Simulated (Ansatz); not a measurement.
**How much do the gradients of CaAl₂Si₆O₁₆ depend on the method?**

Cell: a Materials Project structure (computed, not necessarily an observed phase).

```yaml
crystal:
  lattice:
    - [4.98720, 0.00000, 0.00000]
    - [0.25956, 8.58222, 0.00000]
    - [0.11702, 0.11266, 8.80612]
  atoms:
    - { symbol: Ca, position: [0.83211, 0.96125, 0.50790] }
    - { symbol: Al, position: [0.60810, 0.67025, 0.68413] }
    - { symbol: Al, position: [0.85197, 0.82599, 0.18487] }
    - { symbol: Si, position: [0.89904, 0.19657, 0.17589] }
    - { symbol: Si, position: [0.59544, 0.30383, 0.66393] }
    - { symbol: Si, position: [0.41434, 0.33213, 0.33609] }
    - { symbol: Si, position: [0.09940, 0.16476, 0.82780] }
    - { symbol: Si, position: [0.36403, 0.69854, 0.35729] }
    - { symbol: Si, position: [0.11418, 0.80947, 0.84281] }
    - { symbol: O, position: [0.98563, 0.80295, 0.00879] }
    - { symbol: O, position: [0.50168, 0.76714, 0.51158] }
    - { symbol: O, position: [0.33542, 0.28260, 0.77689] }
    - { symbol: O, position: [0.15735, 0.23684, 0.28000] }
    - { symbol: O, position: [0.22415, 0.98964, 0.80722] }
    - { symbol: O, position: [0.32569, 0.50857, 0.37907] }
    - { symbol: O, position: [0.79837, 0.02776, 0.23449] }
    - { symbol: O, position: [0.70392, 0.47542, 0.66053] }
    - { symbol: O, position: [0.84391, 0.17628, 0.70687] }
    - { symbol: O, position: [0.65619, 0.32527, 0.20911] }
    - { symbol: O, position: [0.51976, 0.23729, 0.49262] }
    - { symbol: O, position: [0.98384, 0.20515, 0.99636] }
    - { symbol: O, position: [0.06619, 0.78288, 0.34323] }
    - { symbol: O, position: [0.35876, 0.68716, 0.82000] }
    - { symbol: O, position: [0.55215, 0.73326, 0.21268] }
    - { symbol: O, position: [0.88337, 0.79185, 0.71174] }
```

Atoms are numbered from 1 in the order listed; like atoms form one site, named after its first atom.

First run. Computed with Ansatz: DFT, PBE, plane waves and PAW, scalar-relativistic, 420 eV cutoff, Γ-centred 5×3×3 k-points, Fermi–Dirac smearing 0.02 eV.

```tsv
site	atom	V_zz (10²¹ V/m²)	η
Ca	1	4.15	0.54
Al2	2	2.05	0.52
Al3	3	2.56	0.81
Si4	4	1.22	0.76
Si7	7	1.43	0.25
O10	10	7.59	0.12
O11	11	5.60	0.83
O12	12	10.11	0.08
O16	16	6.60	0.64
O17	17	7.16	0.14
O22	22	6.24	0.73
O23	23	6.47	0.27
O24	24	6.66	0.21
O25	25	5.89	0.69
```

Second run. The same atoms and settings, except that the functional is r2SCAN and the cutoff is 500 eV.

**Question.** Given the first result, estimate the second.

**Answer.** 

```
site  atom   V_zz     η  change of V_zz
  Ca     1   4.21  0.54           +0.06
 Al2     2   2.02  0.53           -0.03
 Al3     3   2.53  0.80           -0.03
 Si4     4   1.21  0.80           -0.01
 Si7     7   1.46  0.28           +0.03
 O10    10   7.34  0.13           -0.25
 O11    11   5.45  0.84           -0.15
 O12    12  10.05  0.07           -0.06
 O16    16   6.48  0.64           -0.12
 O17    17   6.96  0.15           -0.20
 O22    22   6.08  0.72           -0.16
 O23    23   6.30  0.25           -0.17
 O24    24   6.48  0.19           -0.18
 O25    25   5.74  0.65           -0.15
```

The largest change of V_zz is on O10, from 7.59 to 7.34. In per cent, |V_zz| changes by +2 on Ca, -1 on Al, 0 to +2 on Si, -3 to -1 on O (all sites that start above 0.5). The table leaves out 11 of the 25 sites, with |V_zz| up to 10.82; their tensors move by 0.15 at most along any direction. The statements above cover all sites.

For the second run: At this cell the principal stresses reach 5 GPa in size with r2SCAN, which can matter for small gradients. The largest force is 0.4 eV/Å, so the atoms aren't at the calculated equilibrium and relaxing them would move these values. With these PAW files V_zz is typically within 2 to 3 % of all-electron values, but misses above 10 % occur on Al.
